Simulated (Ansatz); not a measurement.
Calculated ¹⁷O NMR of the central transition for BaH5BrO3

Cell: a Materials Project structure (computed, not necessarily an observed phase).

Space group P4/nmm:1 (No. 129); a = 4.6454, c = 11.8776 Å.

```
site  Wyckoff  site symmetry       x       y       z
  Ba       2c            4mm  0.0000  0.5000  0.8120
  H3       8i            .m.  0.1793  0.0000  0.6272
 H11       2c            4mm  0.5000  0.0000  0.4899
  Br       2c            4mm  0.5000  0.0000  0.9053
 O15       4f           2mm.  0.0000  0.0000  0.6767
 O19       2c            4mm  0.5000  0.0000  0.5717
```

One atom of each set is listed.

Computed with Ansatz: DFT, PBE, plane waves and PAW, with spin–orbit coupling, 420 eV cutoff, Γ-centred 5×5×2 k-points, Fermi–Dirac smearing 0.02 eV.

¹⁷O has I = 5/2 and Q = -25.58 mb (Pyykkö 2018); at 21.1 T its Larmor frequency is ν₀ = 121.8 MHz. Only the quadrupole interaction is simulated: positions count from each site's isotropic chemical shift, and J coupling is left out, as are shift anisotropy and dipolar coupling, which fast spinning averages.

The O sites: O15 (4 atoms; 2 H at 1.02 Å, angle 110°; also 2 Ba at 2.82 Å); O19 (2 atoms; 1 H at 0.97 Å; also 4 H at 1.63 Å).

Fitted components of the simulated spectrum:

```tsv
component	|C_Q| (MHz)	η
A	6.16	0.96
B	7.85	0.00
```

(1) Which site most likely gives which component?

Answers

(1) By the calculation, A is O15, B is O19. An axis of threefold or higher order runs through O19, so V_zz lies along it and η is zero. Like point charges on the first shell alone (each adding as 1/d³) would give the same order.
